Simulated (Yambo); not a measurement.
Yambo run on AgCl (space group Cmcm, No. 63). The wavefunctions come from this Quantum ESPRESSO step (LDA, PseudoDojo standard norm-conserving files, scalar-relativistic):

```
&CONTROL
  calculation = 'nscf'
  pseudo_dir = './pseudo'
  outdir = './out'
/
&SYSTEM
  ibrav = 0
  nat = 4
  ntyp = 2
  ecutwfc = 86.0
  ecutrho = 344.0
  occupations = 'fixed'
  force_symmorphic = .true.
  nbnd = 100
/
&ELECTRONS
  conv_thr = 4e-09
  diago_full_acc = .true.
  diago_thr_init = 1e-08
/
ATOMIC_SPECIES
Cl 35.4500 Cl.upf
Ag 107.8682 Ag.upf
CELL_PARAMETERS angstrom
  1.830478472000  -5.307478374000   0.000000000000
  1.830478472000   5.307478374000   0.000000000000
  0.000000000000   0.000000000000   3.774196307000
ATOMIC_POSITIONS crystal
Cl   0.863407177900   0.136592822100   0.250000000000
Cl   0.136592822100   0.863407177900   0.750000000000
Ag   0.399684771400   0.600315228600   0.750000000000
Ag   0.600315228600   0.399684771400   0.250000000000
K_POINTS automatic
4 4 4 0 0 0
```

Yambo input:

```
rim_cut
gw0
dyson
el_el_corr
HF_and_locXC
ppa
em1d
RandQpts= 1000000
RandGvec= 1 Ry
EXXRLvcs= 86 Ry
VXCRLvcs= 344 Ry
Chimod= "HARTREE"
% BndsRnXp
 9 | 99 |
%
NGsBlkXp= 6 Ry
% LongDrXp
 1.0 | 1.0 | 1.0 |
%
PPAPntXp= 27.2114 eV
% GbndRnge
 1 | 99 |
%
GTermKind= "BG"
DysSolver= "n"
ExtendOut
% QPkrange
 1 | 1 | 26 | 27 |
 10 | 10 | 26 | 27 |
%
```

k points by index: 1 = Γ, 10 = (0.25, 0.25, 0).

Resulting energies as the program prints them:

```
#    K-point    Band    Eo [eV]    E [eV]    E-Eo [eV]    Vxc [eV]    Vnlxc [eV]    Sc|Eo [eV]    Sc|E [eV]    dSc/dw|Eo [eV]    Re(Z)    Im(Z)
#
    1    26    -1.560473    -2.422762    -0.862289    -21.42587    -26.95034    4.434532    4.662174    -7.182766    0.791162    -0.001100
    1    27    0.277447    1.010339    0.732892    -13.65730    -9.630285    -3.136283    -3.294126    -5.859982    0.822807    -0.001056
    10    26    0.000000    -0.772207    -0.772207    -21.09310    -25.88916    3.829156    4.023850    -6.859722    0.798663    -0.001202
    10    27    2.604842    3.336883    0.732041    -12.82611    -8.423123    -3.512796    -3.670949    -5.878144    0.822355    -0.001175
```
(The two width columns are left out.) Convergence of these settings isn't established.

Spin-orbit coupling is not included.

Geometry relaxed with LDA.

This is not the ordinary phase of the substance; no match was found in the copy of COD used, and its stability was not checked.
